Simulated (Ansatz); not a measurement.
Values for one crystal, relaxed and computed with plane-wave PAW r²SCAN (Ansatz code); other levels are named.

| Item | Result |
|---|---|
| Volume per atom | 11.97 Å³ |
| Electronic character | no gap, with almost no states at the Fermi level (zero-gap or semimetallic) |
| Formation energy from the elements (no fitted shifts) | -2.14 eV/atom |
| Density of states at the Fermi level | 0.01 states/eV per atom (mean over ±0.08 eV) |

Q: Pick the material that matches.
A. Sc2CO, R-3m (Sc on 6c, C on 3b, O on 3a)
B. Y3SiS2, Immm (Y on 4j, Y on 2d, Si on 2a, S on 4i)
C. SiNi3, Cu3Au type
D. LaB6, Pm-3m (La on 1a, B on 6f)

A: A, Sc2CO, R-3m (Sc on 6c, C on 3b, O on 3a)

The first step of the workflow began from a Materials Project structure, measured or hypothetical; the Crystallography Open Database copy checked does not list it. Its standing as an ambient phase is unchecked. The r²SCAN relaxation kept the symmetry of its start; its stability against distortions is not shown here. No spin polarisation was allowed. A small band overlap can be real or an error of a semilocal functional. The references are the lowest solids computed at this level, not always the standard phases (solids in place of the gases).

Potentials: the later of the program's two PAW sets.
